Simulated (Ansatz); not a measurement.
C:
```xyz
3
Lattice="2.6005 0.0000 0.0000 -1.3002 2.2521 0.0000 0.0000 0.0000 2.7996" Properties=species:S:1:pos:R:3 pbc="T T T"
C      1.3002     0.0000     0.0000
C     -0.6501     1.1260     1.8664
C      0.6501     1.1260     0.9332
```

Relaxed with r²SCAN. Independent-particle spectrum: no excitons, no local fields, no scissors shift; 0.1 eV broadening; ε₁ of the summed bands alone.

Task: Tabulate the dielectric function from DFT-r²SCAN in the program Ansatz with PAW potentials.

Result: 

```csv
E (eV),ε₁ xx,ε₂ xx,ε₁ zz,ε₂ zz
0.0,7.64,0.00,8.05,0.00
0.5,7.66,0.00,8.07,0.00
1.0,7.73,0.00,8.14,0.00
1.5,7.84,0.00,8.25,0.00
2.0,8.01,0.00,8.42,0.00
2.5,8.24,0.00,8.65,0.00
3.0,8.56,0.00,8.96,0.00
3.5,8.98,0.00,9.36,0.00
4.0,9.58,0.00,9.89,0.00
4.5,10.47,0.00,10.60,0.00
5.0,12.35,0.65,11.63,0.00
5.5,12.82,1.98,13.22,0.27
6.0,14.19,2.54,15.23,0.87
6.5,17.88,4.68,18.47,2.91
7.0,18.14,15.02,22.20,7.64
7.5,12.96,16.03,22.57,14.68
8.0,4.45,19.63,16.58,23.97
8.5,2.71,12.26,10.97,23.49
9.0,3.14,14.21,-2.74,31.80
9.5,0.25,13.47,-8.68,20.40
10.0,-0.94,11.25,-8.78,13.59
10.5,-1.35,11.08,-6.57,10.98
11.0,-2.08,9.54,-7.25,9.32
11.5,-3.23,8.86,-6.96,7.63
12.0,-3.83,7.16,-6.36,5.82
```

Task: From ε at 6.4 eV (xx: 16.85 + 3.77i), find n, k, the normal reflectivity and the absorption coefficient.

Result: n = 4.13, k = 0.456, R = 38 %, α = 2kE/ħc = 300000 cm⁻¹.

With all bands, ε∞ without local fields is 7.80 (xx = yy), 8.29 (zz).

Space group P6_222. The start of the workflow was typed in or built on a structure type; neither database checked (COD, Materials Project) lists it. It is not the phase usual at ambient conditions (space group No. 194, 227). The cell was relaxed with r²SCAN under the symmetry of its start; whether a distortion lowers the energy is not shown.

Potentials: the earlier of the program's two PAW sets.
